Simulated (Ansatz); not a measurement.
SnTe (rock salt, Fm-3m), a = b = c = 6.3742 Å, α = β = γ = 90.00°; the cell used has 2 atoms.

Relaxed with r²SCAN. r²SCAN in the plane-wave PAW code Ansatz gives a gap of 0.14 eV.

Problem. What gap does HSE06 give on the same cell (Ansatz, PAW)?

Solution. 0.25 eV, 0.11 eV more. The hybrid was solved on a coarser mesh and at special points; its gap is the smallest among all of these.

| k | v1 r²SCAN | c1 r²SCAN | v1 HSE06 | c1 HSE06 |
|---|---|---|---|---|
| Γ | -2.39 | 3.36 | (withheld) | (withheld) |
| X | -3.95 | 2.46 | (withheld) | (withheld) |
| L | 0.00 | 0.14 | 0.00 | 0.25 |
| W | -1.03 | 0.84 | (withheld) | (withheld) |
| K | -2.86 | 2.98 | (withheld) | (withheld) |

Problem. Top valence (v1) and lowest conduction level (c1) in eV from each method's valence maximum (which need not be a listed point): supply the withheld HSE06 values.

Solution. 
- K, v1 HSE06: -2.98
- K, c1 HSE06: 3.35
- Γ, v1 HSE06: -2.45
- Γ, c1 HSE06: 3.78
- W, v1 HSE06: -1.04
- W, c1 HSE06: 1.10
- X, v1 HSE06: -4.14
- X, c1 HSE06: 2.54

Cost on shared cores: the r²SCAN run (SCF on a 8×8×8 mesh, then bands and DOS) roughly 29 core-seconds, the HSE06 run (SCF on 6×6×6, then a few points) around 3 core-minutes (rough); the tasks are unlike.

Symmetry was held in the r²SCAN relaxation. Scalar-relativistic: spin–orbit coupling is off unless named, which matters more the heavier the elements.

Potentials: the later of the program's two PAW sets.
